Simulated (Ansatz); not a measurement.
W: tetragonal deformation path

The calculation used Ansatz 0.2.0, DFT LDA, scalar-relativistic, plane waves, PAW. Cutoff 420 eV, Γ-centred 24×24×24 k-points, Gaussian smearing of 0.15 eV. Spin–orbit coupling is left out, which can shift energies with elements as heavy as these. No spin polarisation. Energies are free energies at this smearing, counted from the undisturbed cell; pressure is positive in compression.

Reference structure (as given, not relaxed at this level; it stands at -16.8 GPa):

```xyz
1
Lattice="-1.5973 1.5973 1.5973 1.5973 -1.5973 1.5973 1.5973 1.5973 -1.5973" Properties=species:S:1:pos:R:3 pbc="T T T"
W     0.0000    0.0000    0.0000
```

At fixed volume and fractional coordinates, lengths along (0.000, 0.000, 1.000) are scaled against those across it; ρ is that ratio over its starting value. The cell is metallic on the mesh throughout. At -17 GPa the given cell is far from its own equilibrium, so these figures belong to a strongly strained crystal.

```csv
ρ,ΔE (meV/atom)
0.707,645.8
0.780,439.8
0.850,255.2
1.000,0.0
1.200,251.8
1.414,466.3
```